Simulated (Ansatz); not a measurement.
**LaSb, one cell by several methods**

```xyz
2
Lattice="0.0000 3.2450 3.2125 3.2450 0.0000 3.2125 3.2450 3.2450 0.0000" Properties=species:S:1:pos:R:3 pbc="T T T"
La    0.0000    0.0000    0.0000
Sb    3.2450    3.2450    3.2125
```

Atom numbers follow the list: La1, Sb2.

The cell is COD entry 1537613, as deposited and not checked against the literature; nothing was relaxed. The listed cell was then made from it by scaling, straining or moving an atom.

No spin–orbit coupling, which matters for the heavy atoms here.

Levels of theory: DFT, PBEsol, PAW with Ansatz's default frozen-core files, scalar-relativistic (Ansatz 0.2.0); DFT, PBEsol, all-electron PAW with datasets made for the crystal, scalar-relativistic (Ansatz 0.2.0); DFT, PBEsol, all-electron LAPW, scalar-relativistic (Ansatz 0.2.0).

For PAW: a Γ-centred 10×10×10 k mesh, Fermi–Dirac smearing of 0.05 eV, cutoff 420 eV, no spin polarisation; the PAW files were made with PBE, and the program remakes their frozen cores for this functional. The crystal-made all-electron datasets (AE datasets) take a cutoff of 260 eV at this cell. LAPW targets a basis error of 1 meV/atom. The Ansatz runs share mesh, smearing and spin set-up. Plane-wave (PAW) pressures include the program's estimate of the Pulay term.

Stress and pressure are positive in compression.

No spin–orbit coupling: at heavy atoms the gradients can be off by tens of per cent for that reason.

In a metal, gradients converge slowly with the k mesh: the values move by tens of per cent from one mesh to another, at times in sign, so only the comparison on one mesh counts.

```csv
quantity,PAW,AE datasets,LAPW
pressure (GPa),-0.39,-0.37,-0.37
stress xx (GPa),-0.82,-0.79,-0.79
stress zz (GPa),0.46,0.48,0.48
field gradient Vzz at La1 (10²¹ V/m²),-1.32,-1.35,–
field gradient Vzz at Sb2 (10²¹ V/m²),-1.19,-1.19,–
```

PAW's pressure differs from the LAPW value by -0.02 GPa.
